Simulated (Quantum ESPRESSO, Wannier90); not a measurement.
Tight-binding from DFT: CsCl (CsCl type)

```
begin unit_cell_cart
ang
    4.1437000000    0.0000000000    0.0000000000
    0.0000000000    4.1437000000    0.0000000000
    0.0000000000    0.0000000000    4.1437000000
end unit_cell_cart
begin atoms_frac
Cs   0.0000000000  0.0000000000  0.0000000000
Cl   0.5000000000  0.5000000000  0.5000000000
end atoms_frac
```

Cell from Materials Project (mp-22865), symmetrised, no further relaxation. COD (Crystallography Open Database) has the formula in 2 space groups, this one among them (matched by group alone). Method: PBEsol plane waves in Quantum ESPRESSO 7.5 (PseudoDojo norm-conserving files, 47 Ry, no spin polarisation, no spin-orbit coupling), Bloch states on a 8×8×8 mesh through Γ, Wannier90 4.0.1. Density: 8×8×8 mesh, cold smearing 0.01 Ry. Spin-orbit coupling is left out although heavy elements are present.

Bands 2,6-8 form an isolated set from -12.17 to 0.00 eV relative to the valence-band maximum (on the path) and are turned into 4 Wannier functions by minimising the spread from the start: s functions at random places. Bands 3–5 (Cs 5p 97 %) lie between the kept ones and are excluded.

Centres (Cartesian, Å; one of the equivalent choices) and spreads:

| n | x | y | z | spread (Å²) | nearest atom |
|---|---|---|---|---|---|
| 1 | 1.714 | 1.890 | -1.931 | 1.475 | Cl2 |
| 2 | -1.876 | 1.807 | 1.804 | 1.475 | Cl2 |
| 3 | -1.815 | 2.156 | -1.740 | 1.467 | Cl2 |
| 4 | 1.975 | -1.708 | 1.867 | 1.467 | Cl2 |

Ω_I = 5.16 Å², Ω_total = 5.88 Å²; the interpolated bands follow pw.x to 0.1 meV rms on the path. It is the lowest total spread that any start reached here.
